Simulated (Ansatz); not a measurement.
BaLaI4: pressure against volume

A database entry relaxed whole under r2SCAN (C2/c):

```
CELL_PARAMETERS angstrom
5.24722 -7.63771 -0.03200
5.24722 7.63771 -0.03200
-4.03899 0.00000 6.35704
ATOMIC_POSITIONS crystal
Ba 0.36487 0.63513 0.75000
Ba 0.63513 0.36487 0.25000
La 0.99976 0.00024 0.25000
La 0.00024 0.99976 0.75000
I 0.35994 0.23525 0.72369
I 0.76475 0.64006 0.77631
I 0.64006 0.76475 0.27631
I 0.23525 0.35994 0.22369
I 0.94180 0.29098 0.58564
I 0.70902 0.05820 0.91436
I 0.05820 0.70902 0.41436
I 0.29098 0.94180 0.08564
```

The cell was scaled uniformly, its shape held, and the atoms relaxed at each volume with plane-wave PAW DFT (Ansatz 0.2.0; r2SCAN, 500 eV, 5×5×5 Γ-centred mesh, fermi-dirac occupations of width 0.100 eV; no spin, no spin-orbit coupling). One row is withheld.

| volume (Å³/atom) | energy over the lowest (meV/atom) | pressure (GPa) |
| --- | --- | --- |
| 39.759 | 10.7 | 1.53 |
| 40.605 | ? | ? |
| 41.451 | 0.9 | 0.42 |
| 42.297 | 0.0 | -0.04 |
| 43.143 | 1.4 | -0.46 |
| 43.989 | 4.9 | -0.81 |
| 44.835 | 10.2 | -1.13 |

Problem. Fit the pressures of the other rows to the third-order Birch-Murnaghan form.

Solution. With f = [(V₀/V)^(2/3) − 1]/2 and P = 3B₀f(1 + 2f)^(5/2)[1 + 3(B₀′ − 4)f/2], least squares gives V₀ = 42.21 Å³ an atom, B₀ = 21.9 GPa and B₀′ = 5.2; the rows miss the fit by less than 0.01 GPa. The slope of the energies differs from these pressures by less than 0.05 GPa.

Problem. What does the withheld row hold?

Solution. The fit gives 0.94 GPa at 40.605 Å³; the run gave 0.94 GPa and 4.3 meV an atom.

Caveats: the shape of the cell was held, so B₀ is an upper bound where the axes differ in stiffness; 0 K, fixed nuclei; the symmetry was kept, and this need not be the phase that is stable at 0 K; one mesh for all volumes; pressure is positive in compression.
